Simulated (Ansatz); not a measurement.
**Structure relaxation, Ru**

The start is a relaxed Ru cell, doubled along one cell vector, shaken by Gaussian noise of σ = 0.08 Å a coordinate. A full variable-cell relaxation at zero pressure is run with r2SCAN (plane waves to 500 eV, PAW, scalar-relativistic; Ansatz, an electronic-structure program). First-step values are on the input's coarse k-mesh.

Ansatz input (later rounds restart from its end on a renewed k-mesh):
Ansatz 0.2 input:
```yaml
crystal:
  lattice:
    - [7.402134033, -0.0000000001, 0]
    - [-1.8505335082, 3.2052180574, 0]
    - [0, 0, 6.677504215]
  atoms:
    - { symbol: Ru, position: [0.162920771, 0.6451538731, 0.0529779888] }
    - { symbol: Ru, position: [0.6445351636, 0.6407111471, 0.0635317129] }
    - { symbol: Ru, position: [0.3397728303, 0.3357246848, 0.5570486961] }
    - { symbol: Ru, position: [0.8389844492, 0.3443261551, 0.5757334453] }
    - { symbol: Ru, position: [0.3504003111, 0.3649858607, 0.9523895755] }
    - { symbol: Ru, position: [0.8480232562, 0.3253328538, 0.9445055125] }
    - { symbol: Ru, position: [0.1693532323, 0.6789352741, 0.4293424095] }
    - { symbol: Ru, position: [0.6640252249, 0.6569128548, 0.433861096] }
basis: { ecutwfc: 500, ecutrho_ratio: 4, xc_grid: 4, fft_grid_basis: typed }
kpoints: { mp_grid: { grid: [5, 10, 5] } }
hamiltonian:
  xc: r2scan
  dispersion: none
  pseudopotentials: { azcp: { folder: ./paw }, kind: paw }
scf: { occupations: { method: fermi_dirac, width: 0.05 } }
relax: { f_tol: 0.01, max_steps: 100, cell: { stress_tol: 0.02 } }
output: { forces: true, stress: true }
```

**Question.** How does the volume change?

**Answer.** -31.8 %, from 19.80 to 13.51 Å³/atom.

**Question.** Does it find its way back to the structure it was made from?

**Answer.** It does not go back: it reaches P6₃/mmc (No. 194), hcp (Mg type), 1.18 eV/atom below the parent.

**Question.** How do the shortest distances between atoms change?

**Answer.** The closest pairs of elements (up to four, under 3.6 Å), start → end: Ru–Ru 2.03 → 2.64 Å.

Final values are on a 20×20×11 k-mesh of the relaxed cell. The start holds a very short contact (Ru–Ru 2.03 Å). No spin polarisation in the result.

Of the parent cell (P6₃/mmc (No. 194)): it is a generated cell of Ru: the first start was made by placing the elements on the sites of a structure type, and the end was not matched to a known phase here, so it may be hypothetical. A known form of Ru has the same space group but another cell.
